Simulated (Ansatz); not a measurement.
## YbAs2: reading a single point

```
CELL_PARAMETERS angstrom
0.00000 4.16862 0.00000
4.16862 0.00000 0.00000
2.08431 2.08431 -6.87736
ATOMIC_POSITIONS crystal
As 0.41670 0.41670 0.16660
As 0.16670 0.66670 0.66660
As 0.33330 0.83330 0.33340
As 0.58330 0.58330 0.83340
Yb 0.00000 0.00000 0.00000
Yb 0.75000 0.25000 0.50000
```

The numbers come from plane-wave PAW DFT (Ansatz): PBE, no spin polarisation, 420 eV, 6×6×6 Γ-centred k points, fermi-dirac occupations (width 0.1 eV). Nothing was relaxed.

Question: What is the formation energy?

Answer: -0.21 eV an atom against the elements' usual phases (free molecules for gases, crystals otherwise, with no correction for O₂ or N₂), so it is bound against them; other compounds may still compete. Relaxing would lower it.

Question: How is the charge shared?

Answer: Bader charges in e: Yb +1.34, As -0.67. In the mean Yb gives up most and As takes most.

Question: Which atom feels the largest force, and which way?

Answer: The largest is on As1 (and as large on other atoms): 1.29 eV/Å, components (0.00, 0.00, -1.29). It makes 180° with the line to a nearest neighbour, As4 at 2.29 Å, pointing away from it.

Question: What happens at the Fermi level?

Answer: It is a metal, with about 2.8 states/eV a cell as the mean within 0.25 eV of the Fermi level, mostly As p (35 %), Yb f (35 %) and Yb d (14 %).

Question: Describe some of the short contacts.

Answer: As–As at 2.29 Å: least valence density 0.62 e/Å³ and ELF 0.55 there. Yb–As at 3.10 Å: least valence density 0.16 e/Å³ and ELF 0.13 there. Both are smooth PAW fields, read partly inside the augmentation spheres.

Origin: a known structure type with other elements, at an estimated volume, so it need not be a known compound. Caveats: no spin polarisation, so a magnetic state may lie lower; atoms or cell far from equilibrium; f levels without a U or exact exchange are poorly placed.
